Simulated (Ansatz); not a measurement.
Structure relaxation, WS$_{2}$

The start is a relaxed WS2 cell shaken by Gaussian noise of σ = 0.08 Å a coordinate. The structure is fully relaxed (lattice and positions, P = 0) with PBE (plane waves to 420 eV, PAW, scalar-relativistic; Ansatz, an electronic-structure program). The first steps use a coarse 4×4×5 k-mesh.

Input geometry:
```yaml
crystal:
  lattice:
    - [6.32465, 0.00000, 0.00000]
    - [-3.16233, 5.47731, 0.00000]
    - [0.00000, 0.00000, 4.38403]
  atoms:
    - { symbol: S, position: [0.27617, 0.00963, 0.03446] }
    - { symbol: S, position: [0.98138, 0.26252, 0.00356] }
    - { symbol: S, position: [0.70637, 0.72330, 0.03141] }
    - { symbol: S, position: [0.65299, 0.00635, 0.52313] }
    - { symbol: S, position: [0.99859, 0.63092, 0.43940] }
    - { symbol: S, position: [0.38738, 0.38864, 0.47021] }
    - { symbol: W, position: [0.97684, 0.99553, 0.49552] }
    - { symbol: W, position: [0.31809, 0.65907, 0.80759] }
    - { symbol: W, position: [0.65924, 0.32559, 0.20708] }
```

```json
{
 "initial_pressure": "+4 GPa (positive: the cell is compressed)",
 "largest_initial_force": "about 6.1 eV/Å, on S4 (atoms numbered as listed)",
 "energy_released": "0.61 eV/atom",
 "Shortest distances (start → end)": "The closest pairs of elements (up to four, under 3.6 Å), start → end: S–W 2.09 → 2.33 Å; S–S 2.79 → 3.09 Å; W–W 3.77 → 3.12 Å",
 "band_gap_at_the_end": "no gap (metallic)",
 "optimiser_moves": "22"
}
```

The end point of the relaxation:

Space group C2/m (No. 12); a = 5.650 Å, b = 10.549 Å, c = 5.496 Å, α = γ = 90.00°, β = 91.95°

| atom | site | symmetry | x | y | z |
|---|---|---|---|---|---|
| S | 8j | 1 | 0.3290 | 0.1646 | 0.2342 |
| S | 4i | m | 0.1727 | 0.0000 | 0.7244 |
| W | 4h | 2 | 0.5000 | 0.3130 | 0.5000 |
| W | 2b | 2/m | 0.0000 | 0.5000 | 0.0000 |
(The calculation used a cell of 9 atoms; values per cell refer to that cell.)

Final values are on a 10×10×9 k-mesh of the relaxed cell. No spin polarisation in the result.

The relaxed structure here is a generated cell of WS2: the first start was made by placing the elements on the sites of a structure type, and the end was not matched to a known phase here, so it may be hypothetical. Known forms of WS2 include space group No. 194.
